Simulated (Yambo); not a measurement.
Rb2BrOH (space group P2_1/m, No. 11), G0W0@PBEsol in Yambo with this input:

```
rim_cut
gw0
dyson
el_el_corr
HF_and_locXC
ppa
em1d
RandQpts= 1000000
RandGvec= 1 Ry
EXXRLvcs= 84 Ry
VXCRLvcs= 336 Ry
Chimod= "HARTREE"
% BndsRnXp
 1 | 366 |
%
NGsBlkXp= 7 Ry
% LongDrXp
 1.0 | 1.0 | 1.0 |
%
PPAPntXp= 27.2114 eV
% GbndRnge
 1 | 366 |
%
GTermKind= "BG"
DysSolver= "n"
ExtendOut
```

On a 2×2×1 mesh, with wavefunctions cut at 84 Ry, the gap ((-0.5, -0.5, 0) → Γ) is 5.765 eV and the valence edge shifts by -1.633 eV.

What happens with this change: no terminator?

The gap falls by 0.111 eV, to 5.654 eV; the shift of the valence edge becomes -1.460 eV. Neither run is shown to be the converged limit.

Spin-orbit coupling is not included.

Geometry of the Materials Project entry, not relaxed at this level; primitive cell a = 6.9415 Å, b = 4.4793 Å, c = 8.9069 Å, α = 90.00°, β = 108.00°, γ = 90.00°.

The structure is a Materials Project entry; no match was found in the copy of COD used, and its stability was not checked.

A shift is the quasiparticle energy of the state minus its PBEsol energy.
